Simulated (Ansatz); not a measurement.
**Two-dimensional strain map in SrTl**

Theory: Ansatz, DFT PBEsol, scalar-relativistic, plane waves, PAW. The runs took a 420 eV cutoff, a Γ-centred 12×12×12 mesh and Gaussian smearing (0.15 eV). Spin–orbit coupling is left out, which can shift energies with elements as heavy as these. No spin polarisation. Energies are free energies at this smearing, counted from the undisturbed cell; pressure is positive in compression.

The undisturbed cell (as given, not relaxed at this level; it stands at -0.3 GPa, and it needn't be the usual structure):

```yaml
crystal:
  lattice:
    - [4.03200, 0.00000, 0.00000]
    - [0.00000, 4.03200, 0.00000]
    - [0.00000, 0.00000, 4.03200]
  atoms:
    - { symbol: Sr, position: [0.00000, 0.00000, 0.00000] }
    - { symbol: Tl, position: [0.50000, 0.50000, 0.50000] }
```

The cell is strained by p along both x and y and by q along z, fractional coordinates fixed. Points are written (p, q).

p was sampled at -0.050, -0.025, 0.000, 0.025, 0.050 and q at -0.050, -0.025, 0.000, 0.025, 0.050.

Task: Where on the computed points is the energy highest, and how high?

Result: At (-0.050, -0.050): 70.5 meV/atom.

Task: Away from (0, 0), which computed point is lowest?

Result: (0.000, -0.025): 1.0 meV/atom.

The map, in meV/atom:

```csv
p \ q,-0.050,-0.025,0.000,0.025,0.050
-0.050,70.5,46.7,30.2,19.9,15.9
-0.025,27.8,13.2,5.2,2.6,4.9
0.000,8.1,1.0,0.0,3.9,11.7
0.025,7.3,6.1,10.7,20.0,32.8
0.050,22.7,25.7,34.5,47.9,64.8
```